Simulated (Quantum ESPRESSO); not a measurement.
```xyz
8
Lattice="11.0345 0.0000 0.0000 0.0000 3.9046 0.0000 0.0000 0.0000 4.3733" Properties=species:S:1:pos:R:3 pbc="T T T"
Ge     1.3851     0.9762     0.4779
Ge     9.6494     2.9285     3.8955
Ge     4.1322     2.9285     2.6646
Ge     6.9023     0.9762     1.7088
Se     9.4382     0.9762     2.1763
Se     1.5963     2.9285     2.1971
Se     7.1135     2.9285     4.3630
Se     3.9210     0.9762     0.0104
```

Cell and atoms were relaxed with PBE+D3(BJ) from Materials Project entry mp-700, within its symmetry.

Problem. What does PBEsol (pw.x of Quantum ESPRESSO, ONCV potentials, no spin-orbit coupling) give for the electronic structure near the Fermi level?

Solution. The PBEsol gap is indirect, 0.61 eV, from 25 % of the way from Y to Γ to 75 % of the way from Y to Γ; the smallest direct gap is 0.83 eV. Another conduction extremum on the path lies within 0.02 eV, too close to call. Spin-orbit splittings are left out.

Letters of k points follow the standard setting of the lattice, whose axes may be ordered differently from the printed cell.
